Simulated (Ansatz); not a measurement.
Computed properties of NbRu

NbRu:
Space group Fm-3m (No. 225); a = 5.1632 Å, b = 5.1632 Å, c = 5.1632 Å, α = 90.00°, β = 90.00°, γ = 90.00°

```tsv
atom	site	symmetry	x	y	z
Ru	4a	m-3m	0.0000	0.0000	0.0000
Nb	4b	m-3m	0.5000	0.5000	0.5000
```
(The calculation used a cell of 2 atoms; values per cell refer to that cell.)

Space group Fm-3m (No. 225), rock salt; conventional cell a = b = c = 5.1632 Å, α = β = γ = 90.00°.

Method: DFT-r²SCAN in the program Ansatz with PAW potentials. Structure relaxed to zero pressure with the same functional. Other levels are named where they apply.

### Cell and energy

Volume per atom: 17.21 Å³
Density: 9.36 g/cm³
Formation energy from the elements (no fitted shifts): 0.34 eV/atom

### Electronic structure

* **Electronic character**: metallic (no gap)
* **Density of states at the Fermi level**: 0.63 states/eV per atom (mean over ±0.08 eV)
* **Gap with spin–orbit coupling**: none (metallic)

### Mechanics

Bulk modulus (Birch–Murnaghan fit): 200 GPa
Pressure derivative B′: 4.3
Elastic constants (relaxed ions, GPa): C11 = 341, C12 = 130, C44 = -15.9
Mechanical stability: unstable (C has a negative eigenvalue)

### Charges

- Bader charges = Ru -1.15, Nb +1.15 e

The start of the workflow was typed in or built on a structure type; neither database checked (COD, Materials Project) lists it. COD files the formula under space group No. 123, 221. Whether it is the stable phase at ambient conditions was not checked. The cell was relaxed with r²SCAN under the symmetry of its start. The run is not spin-polarised. Its formation energy is positive at this level, so the cell may be metastable or incomplete. As this level gives no gap, shear constants depend on the k-mesh and smearing (Fermi–Dirac, 0.1 eV here). The references are the lowest solids computed at this level, not always the standard phases. Spin–orbit coupling is left out wherever it is not named.

Potentials: the later of the program's two PAW sets.
